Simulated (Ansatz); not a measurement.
ZnS (zinc blende), relaxed with HSE06 (Ansatz, a quantum-chemistry and plane-wave program, plane waves, PAW): a = b = c = 5.4247 Å, α = β = γ = 90.00°.

* **gap (eV)**: 3.28
* **B₀ by P(V) fit (GPa)**: 75.0

Task: The same phase is relaxed and computed with LDA in the same code. What are the cell and these values now?

Result: a = b = c = 5.297 Å, α = β = γ = 90.00°.

- gap (eV): 2.12
- B₀ by P(V) fit (GPa): 86.4

All cells were relaxed under the symmetry of their starts (and spin orders); stability against distortions was not tested throughout.

Potentials: the earlier of the program's two PAW sets. The files were generated under PBE; for other functionals the program regenerates the frozen cores, and for LDA and PBEsol the local potential too.

Ansatz is a plane-wave DFT program.
